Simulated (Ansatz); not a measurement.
KBr:
```cif
data_BrK
_chemical_formula_sum 'K1 Br1'
_space_group_name_H-M_alt 'P 1'
_space_group_IT_number 1
_cell_length_a 4.67309
_cell_length_b 4.67309
_cell_length_c 4.67309
_cell_angle_alpha 60.000
_cell_angle_beta 60.000
_cell_angle_gamma 60.000
loop_
_space_group_symop_operation_xyz
  'x, y, z'
loop_
_atom_site_label
_atom_site_type_symbol
_atom_site_fract_x
_atom_site_fract_y
_atom_site_fract_z
_atom_site_occupancy
K1 K 0.00000 0.00000 0.00000 1
Br1 Br 0.50000 0.50000 0.50000 1
```

Relaxed with r²SCAN.

Tabulate the valence density and the electron localisation function along the shortest K–Br contact (3.30 Å), r²SCAN (plane waves, PAW; program Ansatz).



```csv
distance from K (Å),density (e/Å³),ELF
0.33,4.05,0.77
0.50,3.23,0.86
0.66,2.03,0.88
0.83,1.03,0.85
0.99,0.45,0.72
1.16,0.19,0.33
1.32,0.10,0.06
1.49,0.07,0.03
1.65,0.09,0.12
1.82,0.13,0.48
1.98,0.22,0.74
2.15,0.38,0.83
2.31,0.63,0.88
2.48,0.95,0.88
2.64,1.18,0.77
2.81,1.04,0.38
2.97,0.60,0.03
```

The density is the valence pseudo-density with augmentation charge, so density and ELF within about 1 Å of a nucleus are not all-electron values.

Space group Fm-3m (rock salt). Symmetry was held in the r²SCAN relaxation; phonons on a q-mesh show no instability.

Potentials: the later of the program's two PAW sets.
